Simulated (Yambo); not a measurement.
How GW settings move the gap: AlPO4

G0W0@PBEsol for AlPO4 (space group P6_3mc, No. 186) in Yambo. Reference settings: 3×3×1 Γ-centred k mesh, 297 bands and a 7 Ry block in the screening, 297 bands in G with the Bruneval-Gonze terminator, plasmon pole fitted at 27.2 eV. The PBEsol gap Γ → Γ on this mesh is 5.55 eV; G0W0 gaps are taken between the same points.

```
change from the reference       G0W0 gap Γ → Γ (eV)  shift of the valence edge (eV)        rough Yambo cost
------------------------------  -------------------  ------------------------------  ----------------------
reference settings                             8.45                           -1.97                       1
110 bands in W, 110 bands in G                 8.53                           -1.81               about 1/3
191 bands in W, 191 bands in G                 8.46                           -1.91  within a factor of two
110 bands in G                                 8.46                           -1.94                       –
191 bands in G                                 8.45                           -1.96                       –
138 bands in W                                 8.50                           -1.87  within a factor of two
2 Ry block                                     8.73                           -2.34  within a factor of two
3 Ry block                                     8.39                           -1.98  within a factor of two
6 Ry block                                     8.40                           -1.93  within a factor of two
pole fitted at 55 eV                           8.50                           -2.03                       –
no random integration                          8.38                           -1.87                       –
110 bands in G, no terminator                  8.08                           -1.33                       –
191 bands in G, no terminator                  8.21                           -1.59                       –
no terminator                                  8.32                           -1.75                       –
```

The reference isn't shown to be the converged limit. Costs are rough (shared machines), scaled to the same edge states, and given only for runs that recompute the screening.

Geometry of the Materials Project entry, not relaxed at this level; primitive cell a = b = 5.286 Å, c = 8.629 Å, α = β = 90.00°, γ = 120.00°.

A shift is the quasiparticle energy of the state minus its PBEsol energy.
